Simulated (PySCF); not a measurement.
PySCF single point, B3LYP/6-31G*, density fitting, IEF-PCM implicit water (electrostatics alone), on diethyl ether, C4H10O (SMILES CCOCC), charge 0, multiplicity 1.

```python
from pyscf import gto, scf, dft
mol = gto.M(atom='''
C     -2.392140    -0.191690    -0.281554
C     -0.976090    -0.282072     0.265305
O     -0.126057     0.465397    -0.577822
C      1.190353     0.624442    -0.105905
C      2.040992    -0.643037    -0.184048
H     -2.709242     0.846750    -0.317927
H     -2.422885    -0.596480    -1.289121
H     -3.072859    -0.753610     0.352022
H     -0.934680     0.124421     1.289121
H     -0.658501    -1.334487     0.303982
H      1.176063     0.997984     0.930567
H      1.622684     1.396169    -0.748709
H      3.072859    -0.402267     0.056457
H      1.998653    -1.053590    -1.189785
H      1.689901    -1.396169     0.517255
''', basis='6-31G*', charge=0, spin=0, verbose=3)
mf = dft.RKS(mol, xc='B3LYP')
mf = mf.density_fit()
mf = mf.PCM()
mf.with_solvent.method = 'IEF-PCM'
mf.with_solvent.eps = 78.4
mf.max_cycle = 100
e = mf.kernel()
print('converged', mf.converged)
print('E_total', e)
print('nao', mol.nao)
print('HOMO', mf.mo_energy[mf.mo_occ > 0].max())
mf.dip_moment()
```

It prints:

```

WARN: PCM is an experimental feature. It is still in testing.
Features and APIs may be changed in the future.

converged SCF energy = -233.660639677083
converged True
E_total -233.66063967708348
nao 90
HOMO -0.24788383667442515
Dipole moment(X, Y, Z, Debye):  0.46299, -0.67394,  1.29130
```

The total energy is -6358.23 eV, -0.10 eV from the same level's vacuum run.
